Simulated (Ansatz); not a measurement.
SnO (litharge type, space group P4/nmm)

```yaml
crystal:
  lattice:
    - [3.79339, 0.00000, 0.00000]
    - [0.00000, 3.79339, 0.00000]
    - [0.00000, 0.00000, 4.76431]
  atoms:
    - { symbol: Sn, position: [0.50000, 0.00000, 0.24059] }
    - { symbol: Sn, position: [0.00000, 0.50000, 0.75941] }
    - { symbol: O, position: [0.00000, 0.00000, 0.00000] }
    - { symbol: O, position: [0.50000, 0.50000, 0.00000] }
```

Scan: atom 4 (O, nearest neighbour Sn at 2.216 Å; its periodic images, 3.8 Å or more away, move with it) is displaced along Cartesian x, direction (1.000, 0.000, 0.000) in Cartesian axes, by s. The other atoms stay.

Level of theory: r2SCAN+rVV10 (plane waves to 500 eV, PAW, scalar-relativistic; Ansatz, a first-principles code). k mesh 7×7×6 (Γ-centred), Fermi-Dirac smearing 0.05 eV. The energy includes the smearing's −TS. With partly filled bands, energies and forces of such displacements shift with the k mesh and the smearing. At this level the bands of SnO touch or barely overlap; measurements give the solid a gap. SnO was relaxed with its symmetry unable to fall. ΔE is measured from the undisplaced structure. The last digit holds for this mesh only.

```
s (Å)   ΔE (meV/cell)
------  -------------
-0.660         2992.8
-0.528       withheld
-0.396          822.3
-0.264          330.4
-0.132           77.3
0.000             0.0
0.132            77.3
0.264           330.4
0.396           822.3
0.528        withheld
0.660          2992.8
```

Problem. Fit an even polynomial form (powers 2, 4, 6) to the given rows and predict ΔE at s = -0.528.

Solution. Least squares on the 9 given rows: ΔE = (4339)·s² + (5745)·s⁴ + (152.7)·s⁶, in meV/cell with s in Å; root-mean-square residual 0.03 meV/cell. At -0.528 the fit gives 1659.5 meV/cell; the calculation gives 1659.6 meV/cell, so the interpolation is off by -0.1 (-0.0 %). The quadratic term alone would give 1209.6 meV/cell.

(For displaced atoms, the force is minus the slope of the energy, and its curvature is a force constant, which sets phonon frequencies.)
